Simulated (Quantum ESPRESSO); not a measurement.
# Strain and stress in Si6PGa

These are calculations, not measurements. They come from pw.x of Quantum ESPRESSO 7.5, a plane-wave density functional program, with PseudoDojo standard norm-conserving files (v0.5 for PBE, v0.4.1 for LDA and PBEsol). The cells are made up: elements, strain and atom displacements were drawn at random, and nothing was relaxed. There is no spin polarisation, spin-orbit coupling or dispersion term.

The cell has 8 sites of a zincblende or diamond lattice. Sites 1 to 4 hold Si P Si Ga; sites 5 to 8 hold Si Si Si Si. Cell vectors in Å: (5.532, -0.028, 0.055); (-0.028, 5.510, 0.081); (0.055, 0.081, 5.507). Settings: PBE, cutoff 1088 eV, 6 x 6 x 6 k mesh shifted by half a step, Fermi-Dirac smearing of 0.1 eV.

Each run adds the same linear strain along x, y and z to one cell, with the atoms carried along; the vectors above are those of run 4. Stress is positive in tension and P is minus a third of its trace. E is the free energy for each atom above the lowest run shown.

```
run,strain (%),s_xx (GPa),s_yy (GPa),s_zz (GPa),s_xy (GPa),P (GPa),E (meV/atom)
1,-2.29,-4.23,-4.12,-4.07,-0.22,4.14,11.93
2,-1.58,-2.20,-2.14,-2.07,-0.30,2.14,3.49
3,-0.68,0.08,0.11,0.19,-0.38,-0.13,0.00
4,-0.26,1.04,1.06,1.14,-0.42,-1.08,1.01
6,1.73,4.86,4.81,4.93,-0.55,-4.87,25.59
7,1.97,5.24,5.19,5.31,-0.56,-5.25,30.58
5,1.39,?,?,?,?,?,?
```

A rerun of one of these cells at 1377 eV and k mesh 8 x 8 x 8 moved values by no more than 0.002 eV in the cell's energy, 0.02 GPa in stress and 0.007 eV/Å in force.

## Worked fit

A parabola through the six runs shown gives P = -1.66 - 2.15 e + 0.167 e² GPa, with e in per cent and a scatter of 0.02 GPa. A linear strain of 1 % changes the volume by about 3 %, so the bulk modulus of this cell with clamped atoms is about 72 ± 1 GPa at e = 0. The error is the larger of the fit's own and the change that a cubic makes, rounded up.

## Withheld run

Question: what P should run 5 give?

The fit gives -4.33 GPa. The calculation gave -4.30 GPa.

```
run  strain (%)  s_xx (GPa)  s_yy (GPa)  s_zz (GPa)  s_xy (GPa)  P (GPa)  E (meV/atom)
  5        1.39        4.29        4.25        4.36       -0.53    -4.30         19.26
```